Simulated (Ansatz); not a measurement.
Consider the following.

LaSiRu:
```cif
data_La2Ru2Si2
_chemical_formula_sum 'La2 Si2 Ru2'
_space_group_name_H-M_alt 'P 1'
_space_group_IT_number 1
_cell_length_a 4.24616
_cell_length_b 4.24616
_cell_length_c 7.20001
_cell_angle_alpha 90.000
_cell_angle_beta 90.000
_cell_angle_gamma 90.000
loop_
_space_group_symop_operation_xyz
  'x, y, z'
loop_
_atom_site_label
_atom_site_type_symbol
_atom_site_fract_x
_atom_site_fract_y
_atom_site_fract_z
_atom_site_occupancy
La1 La 0.00000 0.50000 0.31295 1
La2 La 0.50000 0.00000 0.68705 1
Si1 Si 0.00000 0.50000 0.83730 1
Si2 Si 0.50000 0.00000 0.16270 1
Ru1 Ru 0.00000 0.00000 0.00000 1
Ru2 Ru 0.50000 0.50000 0.00000 1
```

This is the r²SCAN-relaxed structure.

Problem. All from DFT-r²SCAN in the program Ansatz with PAW potentials, unless another level is named. Give the electronic character.

Solution. metallic (no gap).

Problem. Give the density of states at the Fermi level.

Solution. 0.81 states/eV per atom (mean over ±0.08 eV).

Problem. Next, the formation energy from the elements (no fitted shifts)?

Solution. -0.85 eV/atom.

Space group P4/nmm. The first step of the workflow began from a Materials Project structure, measured or hypothetical; the Crystallography Open Database files this formula in space group No. 129, but the cells were not matched. Its standing as an ambient phase is unchecked. The r²SCAN relaxation kept the symmetry of its start; whether a distortion lowers the energy is not shown. No spin polarisation was allowed. The references are the lowest solids computed at this level, not always the standard phases. Scalar-relativistic: spin–orbit coupling is off unless named, which matters more the heavier the elements.

Potentials: the earlier of the program's two PAW sets.
